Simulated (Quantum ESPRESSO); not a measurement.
## Quadrupole interaction in KNa3F4 (changed cell)

```xyz
8
Lattice="4.9221 0.0000 0.0000 0.0000 4.9221 0.0000 0.0000 0.0000 4.9221" Properties=species:S:1:pos:R:3 pbc="T T T"
K      0.0000     0.0000     0.0000
F      2.4611     0.0000     0.0000
Na     0.0000     2.4611     2.4611
F      2.4611     2.4611     2.4611
Na     2.4611     0.0000     2.4611
F      0.0000     0.0000     2.4611
Na     2.4611     2.4611     0.0000
F      0.0000     2.4611     0.0000
```
The cell was made here from a computed Materials Project entry: one of 4 Na replaced by K, cell and atoms relaxed (PBE without dispersion, pw.x of a modified build of Quantum ESPRESSO, symmetry kept). The parent is NaF in Fm-3m. The swapped cell is a model, not a known phase. Stability against distortions was not tested.

Computed: field gradients by PBE PAW (JTH datasets; density from pw.x of Quantum ESPRESSO, gradients reconstructed from it by a script), 30 Ha, k-mesh 5×5×5 through Γ.

```csv
site,site symmetry,Vzz (10²¹ V/m²),η_Q,∣C_Q∣ (MHz)
K (atom 1),m-3m,0,–,0 (³⁹K)
"F1 (atoms 2, 6, 8)",4/mmm,-3.44,0.00,–
"Na (atoms 3, 5, 7)",4/mmm,under 0.2,–,under 0.49 (²³Na)
F2 (atom 4),m-3m,0,–,–
```

Quadrupole moments taken as inputs (sizes, barn, from the tables of PySCF and pymatgen): ³⁹K 0.0585, ²³Na 0.104.

Principal values are ordered |Vxx| ≤ |Vyy| ≤ |Vzz|, η = (Vxx − Vyy)/Vzz, and C_Q = eQVzz/h is given by its size. Cores are frozen. Against all-electron runs on small test molecules, this scheme's |Vzz| missed by −6 to +4 % (−29 % in KF) on F.
